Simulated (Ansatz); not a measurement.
Ansatz (a quantum-chemistry and plane-wave program) input:

Ansatz 0.2 input:
```yaml
crystal:
  lattice:
    - [4.0504419918, 0.0, 0.0]
    - [0.0, 4.0504419918, 0.0]
    - [0.0, 0.0, 4.0504419918]
  atoms:
    - { symbol: Ti, position: [0.5, 0.0, 0.5] }
    - { symbol: Ti, position: [0.0, 0.5, 0.5] }
    - { symbol: Ti, position: [0.5, 0.5, 0.0] }
    - { symbol: Al, position: [0.0, 0.0, 0.0] }
    - { symbol: N, position: [0.5, 0.5, 0.5] }
kpoints:
  mp_grid: { grid: [10, 10, 10] }
hamiltonian:
  xc: lda
  pseudopotentials: { kind: paw }
scf:
  occupations: { method: fermi_dirac, width: 0.1 }
phonons:
  method: dfpt
  response_accuracy: low
  eigenvectors: true
  rigid_motions: translations
```

Output (shortened):

```
Pseudopotential: Ti, paw, valence charge 12
Pseudopotential: Al, paw, valence charge 3
Pseudopotential: N, paw, valence charge 5
Functional definition: SPW92
Crystal: 5 atoms, lattice volume = 66.452 Å³
Basis set: ecut = 420 eV, 1309 PW (Γ), exchange–correlation on 60×60×60 points (8 copies of the dense FFT grid, shifted against one another)
Bands: 27, of which v1, the nominal top of the filled ones, is band 22 counted from 1 (21 counted from 0)
Symmetry: 48 space group operations
k-points: 216 of 1000 (irreducible under 8 space group operations)
SCF iter   1: F=—  HF=-8243.155418 eV  |F-HF|=—  |Δ(HF+E_count)|=         —  Δρ=9.23e-3  dr2=5.16e-2  ethr=1.77e-3  ⟨swp⟩=4.8  Hψ=24761  notcnv=0
preconditioner: auto → Kerker (q_TF=auto, 2.547 Å⁻¹)
SCF iter   2: F=—  HF=-8243.143162 eV  |F-HF|=—  |Δ(HF+E_count)|=   1.23e-2  Δρ=4.01e-3  dr2=9.26e-3  ethr=1.17e-4  ⟨swp⟩=2.0  Hψ=8534  notcnv=0
SCF iter   3: F=—  HF=-8243.140909 eV  |F-HF|=—  |Δ(HF+E_count)|=   2.25e-3  Δρ=1.40e-3  dr2=1.69e-3  ethr=2.10e-5  ⟨swp⟩=2.1  Hψ=7527  notcnv=0
SCF iter   4: F=—  HF=-8243.140460 eV  |F-HF|=—  |Δ(HF+E_count)|=   4.49e-4  Δρ=2.76e-4  dr2=7.46e-5  ethr=3.83e-6  ⟨swp⟩=2.0  Hψ=7244  notcnv=0
SCF iter   5: F=—  HF=-8243.140435 eV  |F-HF|=—  |Δ(HF+E_count)|=   2.45e-5  Δρ=8.57e-5  dr2=5.27e-6  ethr=1.69e-7  ⟨swp⟩=2.1  Hψ=8194  notcnv=0
SCF iter   6: F=—  HF=-8243.140434 eV  |F-HF|=—  |Δ(HF+E_count)|=   1.38e-6  Δρ=1.99e-5  dr2=1.91e-7  ethr=1.20e-8  ⟨swp⟩=2.0  Hψ=7868  notcnv=0
SCF iter   7: F=—  HF=-8243.140433 eV  |F-HF|=—  |Δ(HF+E_count)|=   6.82e-7  Δρ=3.72e-6  dr2=5.72e-9  ethr=4.34e-10  ⟨swp⟩=2.1  Hψ=10241  notcnv=0
SCF iter   8: F=—  HF=-8243.140433 eV  |F-HF|=—  |Δ(HF+E_count)|=  6.40e-10  Δρ=6.45e-7  dr2=2.26e-10  ethr=1.30e-11  ⟨swp⟩=2.3  Hψ=10948  notcnv=0
SCF iter   9: F=-8243.140433 eV  HF=-8243.140433 eV  |F-HF|=1.09e-11  |Δ(HF+E_count)|=  4.00e-11  Δρ=9.01e-8  dr2=5.75e-12  ethr=1.00e-12  ⟨swp⟩=4.2  Hψ=25376  notcnv=0
the search or the solves at the SCF's close seem to have found levels that the self-consistency loop had missed (the run counts 3) …
SCF 1 converged in 9 iterations: F = -8243.140433 eV  dr2 = 5.75e-12
DFPT response loops at Γ: preconditioner auto → Kerker (q_TF=auto, 2.547 Å⁻¹) (partly filled bands, converged f_vac=0.000) …
SCF converged after 9 iterations
Free energy (F): -8243.140433 eV
Harris-Foulkes:  -8243.140433 eV  (|F-HF|=1.09e-11)
Internal energy: -8242.993063 eV  (E = F + TS)
E sigma→0 (E₀):  -8243.066748 eV
Entropy (-TS):   -0.147370 eV (-29.474 meV/atom)
Fermi energy:    13.619753 eV
--- Per-component energies (eV) ---
  E_band       = -423.095049
  E_kinetic    = 982.365718
  E_local      = -3106.382503  (includes V_loc(G=0)·N_el)
  E_nonlocal   = 93.478682
  E_hartree    = 1312.172609
  E_xc         = -393.364521
  E_vxc        = -476.227542  (∫ρ·V_xc dr)
  E_paw        = -3559.703640  (= ΣΔE_a)
  E_vpaw       = -540.674940  (= ΣTr[D̂ρ^β])
  E_aug_tail   = 0.000381  (compensation charges beyond the density's cutoff)
  E_ewald      = -3572.673400
  E_core_change = 1.113612  (= ΣΔE_core)
  E_smearing   = -0.147370  (= −TS)
  E_closure    = 0.000000  (closes the sum)
  Σ components = -8243.140433   (vs F -8243.140433, Δ=0.00e0)
  [band-id]    e_kinetic+e_local+e_nonlocal+2·e_hartree+e_vxc+e_vpaw+e_augmentation_tail = -423.094987   (vs E_band -423.095049, Δ=6.17e-5)
--- Band table (eV; the first three rows and the last of 216) ---
  k-point 0: bands = ["-42.7455", "-42.5751", "-42.5751", "-19.6064", "-19.6064", "-19.6064", "-19.1905", "-19.1905", "-19.1905", "-19.0230", "-19.0230", "-19.0230", "-2.6116", "5.9932", "9.8618", "9.8618", "9.8618", "11.4582", "11.4582", "11.6969", …
  k-point 1: bands = ["-42.7418", "-42.5788", "-42.5751", "-19.5984", "-19.5984", "-19.5953", "-19.1931", "-19.1931", "-19.1916", "-19.0405", "-19.0287", "-19.0287", "-2.5497", "6.0699", "9.5907", "9.7882", "9.7882", "11.3992", "11.5521", "11.7356", …
  k-point 2: bands = ["-42.7312", "-42.5893", "-42.5749", "-19.5761", "-19.5761", "-19.5626", "-19.2016", "-19.2016", "-19.1946", "-19.0900", "-19.0434", "-19.0434", "-2.3812", "6.2787", "8.9941", "9.6209", "9.6209", "11.1018", "11.8123", "11.8123", …
  k-point 215: bands = ["-42.6304", "-42.6304", "-42.6304", "-20.0356", "-19.4906", "-19.4906", "-19.4906", "-19.0303", "-19.0303", "-19.0109", "-19.0109", "-19.0109", "-0.4180", "6.6851", "6.6851", "6.6851", "8.0356", "12.0313", "12.0313", "12.0313", …
--- Phonons (Γ-DFPT): 4 representative perturbations + reference, on 216 of 1000 k-points (Σ response iterations 12) ---
  ASR residual: 7.790e-4 → 0.000e0 eV/Å²; symmetrization residual: 1.603e-5 eV/Å²
  ASR residual per site (eV/Å²): 7.79e-4 7.79e-4 7.79e-4 2.37e-5 6.08e-5
  Γ frequencies (cm⁻¹): 0.00 0.00 0.00 188.47 188.47 188.47 268.90 268.90 268.90 278.35 278.35 278.35 680.26 680.26 680.26
  non-analytic LO–TO correction: not included (Born effective charges unavailable; polar crystals: no LO–TO splitting at Γ)
```

Cost: very roughly 2.3 core-minutes on shared cores.

Space group Pm-3m (anti-perovskite). The workflow started from a Materials Project entry (that database holds measured and hypothetical structures alike); the Crystallography Open Database copy checked does not list it. Whether it is the stable phase at ambient conditions was not checked. Symmetry was held in the LDA relaxation; whether a distortion lowers the energy is not shown. No spin polarisation was allowed. As this level gives no gap, phonon frequencies hold no LO–TO term and depend on the k-mesh and smearing (Fermi–Dirac, 0.1 eV here).

Potentials: the later of the program's two PAW sets.

Ansatz is a plane-wave DFT program.
